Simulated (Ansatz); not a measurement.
# Zn3SeS2: a bulk modulus from differences

It was reached by relaxing an invented guess, and it needn't be the stable form of this composition.

The calculation used DFT PBE, scalar-relativistic, plane waves, PAW in Ansatz 0.2.0. The final run on the 6-atom cell used 420 eV, a Γ-centred 12×12×4 mesh, 0.02 eV smearing and no spin polarisation.

```cif
data_structure
_symmetry_space_group_name_H-M 'P3m1'
_symmetry_Int_Tables_number 156
_cell_length_a 3.9173
_cell_length_b 3.9173
_cell_length_c 9.5996
_cell_angle_alpha 90.000
_cell_angle_beta 90.000
_cell_angle_gamma 120.000
_cell_volume 127.57
loop_
_atom_site_label
_atom_site_type_symbol
_atom_site_symmetry_multiplicity
_atom_site_Wyckoff_symbol
_atom_site_fract_x
_atom_site_fract_y
_atom_site_fract_z
_atom_site_occupancy
Zn1 Zn 1 a 0.00000 0.00000 0.00959 1
Zn2 Zn 1 c 0.66667 0.33333 0.33349 1
Zn3 Zn 1 b 0.33333 0.66667 0.65651 1
Se1 Se 1 a 0.00000 0.00000 0.75144 1
S1 S 1 c 0.66667 0.33333 0.08742 1
S2 S 1 b 0.33333 0.66667 0.41156 1
```

The cell was set to several volumes, with shape and atoms relaxed at each where symmetry leaves them free. Pressure is positive in compression, and energies count from the lowest row.

| row | V (Å³/atom) | P (GPa) | ΔE (meV/atom) | gap on mesh (eV) |
| --- | --- | --- | --- | --- |
| 1 | 18.710 | 10.96 | 77.7 | 1.93 |
| 2 | 19.348 | 7.50 | 41.1 | 1.79 |
| 3 | 19.986 | ? | ? | ? |
| 4 | 20.624 | 2.10 | 4.1 | 1.55 |
| 5 | 21.262 | 0.00 | 0.0 | 1.43 |
| 6 | 21.900 | -1.79 | 3.7 | 1.32 |
| 7 | 22.538 | -3.30 | 13.9 | 1.21 |
| 8 | 23.388 | -4.97 | 36.0 | 1.08 |

Question: Find B = −V·ΔP/ΔV from rows 4 and 6 and from rows 1 and 2, and from the two its slope B′ and its value B0 at zero pressure.

Answer: Rows 4 and 6 give −(20.624 + 21.900)/2 × (-1.79 − (2.10))/(21.900 − 20.624) = 64.8 GPa at a mean pressure of 0.16 GPa. Rows 1 and 2 give −(18.710 + 19.348)/2 × (7.50 − (10.96))/(19.348 − 18.710) = 103.2 GPa at a mean pressure of 9.23 GPa. So B′ = (103.2 − 64.8)/(9.23 − (0.16)) = 4.23 and B0 = 64.8 − 4.23 × (0.16) = 64.1 GPa. A third-order Birch–Murnaghan fit to all the energies gives B0 = 64.5 GPa and B′ = 4.5.

Question: Estimate the pressure and energy of row 3.

Answer: From row 5, V0 = 21.262 × (1 + (0.00)/64.1) = 21.262 Å³/atom. Murnaghan's form P = (B0/B′)·[(V0/V)^B′ − 1] gives (64.1/4.23) × [(21.262/19.986)^4.23 − 1] = 4.53 GPa; the computed pressure is 4.58 GPa, so the estimate is off by -0.05 GPa. The work of compression from row 4, with the mean of the two pressures, gives ΔE = 4.1 + (4.53 + 2.10)/2 × (20.624 − 19.986)/160.2 × 1000 = 17.3 meV/atom (1 eV/Å³ = 160.2 GPa); the computed value is 17.2 meV/atom.

Question: Fit the gap against pressure through the other rows and estimate it at the computed pressure of row 3.

Answer: Over the 7 rows the mean pressure is 1.5000 GPa and the mean gap is 1.473 eV. The sums of products of deviations are S_xx = 203.8 and S_xy = 10.64, so the slope is 10.64/203.8 = 0.05221 (r = 0.99, rms misfit 0.03 eV). At 4.58 GPa the line gives 1.473 + (0.05221) × (4.58 − 1.5000) = 1.63 eV. The computed value is 1.67 eV, so the line is off by -0.04 eV, less than the largest miss among the fitted rows (0.06 eV).

Kohn–Sham gaps at this level usually fall short of measured ones. All volumes keep the k mesh of the relaxed cell. Symmetry constrained the relaxation, so the result can be a saddle point.
